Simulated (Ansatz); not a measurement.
Polymorphs of SiW$_{2}$, each relaxed with the program Ansatz at the PBE level (PAW):

A: P4/nmm
a = b = 3.693 Å, c = 6.756 Å, α = β = γ = 90.00°

| atom | site | symmetry | x | y | z |
|---|---|---|---|---|---|
| W | 2a | -4m2 | 0.0000 | 0.0000 | 0.0000 |
| W | 2c | 4mm | 0.5000 | 0.0000 | 0.3410 |
| Si | 2c | 4mm | 0.0000 | 0.5000 | 0.2857 |

B: P6_3/mmc
a = b = 4.471 Å, c = 5.183 Å, α = β = 90.00°, γ = 120.00°

```csv
atom,site,symmetry,x,y,z
Si,2c,-6m2,0.3333,0.6667,0.2500
W,2a,-3m.,0.0000,0.0000,0.0000
W,2d,-6m2,0.6667,0.3333,0.2500
```

Task: Rank these by energy per atom at 0 K (lowest first), as PBE gives it.

Result: A (+0 meV/atom), B (+139 meV/atom)

Constructed cells (a structure type filled with these elements, in neither database checked): A; B. All cells were relaxed under the symmetry of their starts (and spin orders); stability against distortions was not tested throughout. Rows with no word on spin ran without spin polarisation. Spin–orbit coupling is left out wherever it is not named.

Energies hold the estimated change up to a 700 eV cutoff; steps of a few meV lie near the error of the meshes.

Potentials: the later of the program's two PAW sets.
